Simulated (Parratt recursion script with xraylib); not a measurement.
# Thickness fringes of films on Si (X-ray reflectivity)

Simulated, not measured: specular X-ray reflectivity, Parratt recursion, Névot-Croce roughness, xraylib tables (Parratt recursion script with xraylib 4.3.0).

Photon energy 8.048 keV (λ = 1.5406 Å), s polarisation. The grazing angle θ is scanned from 0.05° to 4° in 900 evenly spaced points, and the curve is smoothed with a Gaussian of 0.004° full width. A minimum is a scan point below both neighbours, placed by a parabola through ln R at the three points.

Each run is one film on Si (density 2.313 g/cm³, δ = 7.525 × 10⁻⁶, rms roughness 3.2 Å) under vacuum. The film surface has an rms roughness of 7.2 Å in all runs. The refractive index is n = 1 − δ + iβ. The table lists all minima between 0.55 and 2.3°.

```
run  film  thickness d (Å)  density (g/cm³)  δ (10⁻⁶)  β (10⁻⁶)      minima at θ (°)
---  ----  ---------------  ---------------  --------  --------  -------------------
A      Mo               75            8.522     23.88     1.609  0.713, 1.243, 1.816
B      Mo               94            8.522     23.88     1.609                    ?
```

Densities are inputs, not measurements. They were set from computed cells of the Materials Project: Mo from entry mp-129 (Im-3m, 10.026 g/cm³, taken at 85 %); Si from entry mp-149 (Fd-3m, 2.313 g/cm³). A layer's crystal structure does not enter its constants, only its composition and density.

How many minima does run B have between 0.55 and 2.3°, and where?

Inside a film the fringe order is m = (2d/λ)(sin²θ − 2δ)^½, with the film's own δ. Where the film's δ lies above the substrate's, its two faces reflect with opposite signs, and minima are expected at whole m.

- Run A, δ above the substrate's: the minima give m = 1.01, 2.00, 3.01.

In run B the film's δ lies above the substrate's, so take whole m. The window runs from m = 0.81 to 4.82 and holds m = 1, 2, 3, 4. Then sin²θ = 2δ + (mλ/2d)² gives θ = 0.614, 1.019, 1.463, 1.920°.

The run has 4 minima, at 0.618, 1.021, 1.464, 1.926°. The largest distance from one of them to an estimated minimum is 0.006°, against a mean spacing of 0.436°.
